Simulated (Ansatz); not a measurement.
## Elastic constants of LiPb at 5 GPa (stress–strain coefficients): input and output

Level of theory: DFT LDA, scalar-relativistic, plane waves, PAW in Ansatz 0.2.0.

Launched with:
```bash
ansatz run input.yaml --threads 1 --pin off --max-ram 3072MiB --backend cpu --events-out ev --progress --plain --runs-dir out
```

Input (bare energies are in eV):
```yaml
crystal:
  lattice:
    - [2.3696058069, 1.3680925505, 1.9347879078]
    - [-2.3696058069, 1.3680925505, 1.9347879078]
    - [0.0, -2.736185101, 1.9347879077]
  atoms:
    - { symbol: Li, position: [0.5, 0.5, 0.5] }
    - { symbol: Pb, position: [0.0, 0.0, 0.0] }
basis:
  ecutwfc: 420
kpoints:
  mp_grid: { grid: [12, 12, 12] }
hamiltonian:
  xc: lda
scf:
  occupations: { method: fermi_dirac, width: 0.15 }
output:
  forces: true
  stress: true
  eigenvalues: true
elastic:
  mode: relaxed_ion
  amplitude: 0.005
```

From the output:
```
--- Elastic constants: 3 strain directions × 4 members + reference (group order 12) ---
  dense FFT box of the reference and of every strained cell: 24×24×24
  strains applied: 11, 33, 23; error gains: componentwise 1.00 (the most a stress slope's error grows in a printed constant), spectral 1.41 (1 for all six strains in a standard setting)
  C = ∂σ_k/∂η_j (tension-positive GPa; Voigt order 11 22 33 23 13 12):
        84.376     52.401     44.627    -10.995      0.000      0.000
        52.401     84.376     44.627     10.995      0.000      0.000
        44.627     44.627     92.148     -0.000      0.000      0.000
       -10.995     10.995     -0.000      8.214      0.000      0.000
        -0.000      0.000     -0.000     -0.000      8.214    -10.995
         0.000     -0.000      0.000      0.000    -10.995     15.987
  reference stress σ⁰ (GPa):     -4.992     -4.992     -4.992     -0.000      0.000      0.000
  C* (energy form; C + prestress term) asymmetry max|C*_kj − C*_jk| = 3.336e-4 GPa — a small one proves nothing (zero by symmetry where the batch's group is 432, −43m or m−3m); a large one is finite-difference/SCF noise where every solve ...
  moduli (Voigt/Reuss/Hill, GPa): K = 60.47/60.47/60.47   G = 14.43/1.07/7.75   E = 22.30   ν = 0.439
  mechanically stable: yes (min eigenvalue of sym C = 0.44 GPa)
  strain η (Voigt 11):  stress-route row diagonal C_11 = 84.38 GPa, energy-path curvature d²(F+E_count+ΔE)/dδ²/Ω₀ = 84.38 GPa
    cells at ±δ against ±2δ: C41 -10.98 and -10.93 GPa, apart by 0.06 % of the column's largest entry
         δ    σ_11 (GPa) F (eV) n_scf n_hpsi n_pw
    -1.000e-2      -5.8557      -11804.6016244       7  128970    740   relax 0 steps, max|allowed force component| 0.00e0 eV/Å
    -5.000e-3      -5.4187      -11804.6082432       3   97175    743   relax 0 steps, max|allowed force component| 1.38e-30 eV/Å
     5.000e-3      -4.5749      -11804.6199740       3   96239    756   relax 0 steps, max|allowed force component| 6.66e-30 eV/Å
     1.000e-2      -4.1676      -11804.6251079       6  109765    756   relax 0 steps, max|allowed force component| 0.00e0 eV/Å
  strain η (Voigt 33):  stress-route row diagonal C_33 = 92.15 GPa, energy-path curvature d²(F+E_count+ΔE)/dδ²/Ω₀ = 92.15 GPa
    cells at ±δ against ±2δ: C33 92.16 and 92.21 GPa, apart by 0.05 % of the column's largest entry
         δ    σ_33 (GPa) F (eV) n_scf n_hpsi n_pw
    -1.000e-2      -5.9505      -11804.6015202       7   50453    742   relax 0 steps, max|allowed force component| 2.14e-30 eV/Å
    -5.000e-3      -5.4616      -11804.6082198       3   38464    743   relax 0 steps, max|allowed force component| 1.31e-30 eV/Å
     5.000e-3      -4.5399      -11804.6199527       4   39628    756   relax 0 steps, max|allowed force component| 2.37e-30 eV/Å
     1.000e-2      -4.1063      -11804.6250285       6   43259    756   relax 0 steps, max|allowed force component| 2.63e-31 eV/Å
  strain η (Voigt 23):  stress-route row diagonal C_44 = 8.21 GPa, energy-path curvature d²(F+E_count+ΔE)/dδ²/Ω₀ = 10.71 GPa
    cells at ±δ against ±2δ: C44 8.26 and 8.40 GPa, apart by 1.27 % of the column's largest entry
         δ    σ_23 (GPa) F (eV) n_scf n_hpsi n_pw
    -1.000e-2      -0.0782      -11804.6142341       7  125882    747   relax 0 steps, max|allowed force component| 0.00e0 eV/Å
    -5.000e-3      -0.0398      -11804.6143259       4  101024    752   relax 0 steps, max|allowed force component| 0.00e0 eV/Å
     5.000e-3       0.0428      -11804.6143247       4   98751    748   relax 0 steps, max|allowed force component| 0.00e0 eV/Å
     1.000e-2       0.0898      -11804.6142260       5  107919    748   relax 0 steps, max|allowed force component| 9.42e-30 eV/Å
```

The run took 63 s on 1 thread of Intel(R) Xeon(R) 6975P-C (Granite Rapids) (shared host), peak memory 0.59 GiB.

In a metal, frequencies and elastic constants depend on the k mesh and the smearing, soft modes and shear constants most. Spin–orbit coupling is left out, which can shift energies with elements as heavy as these. Other phases may be more stable at this pressure.

The least eigenvalue is 0.4 GPa; in a metal on this mesh the verdict on stability isn't firm within about 20 GPa or a tenth of the bulk modulus.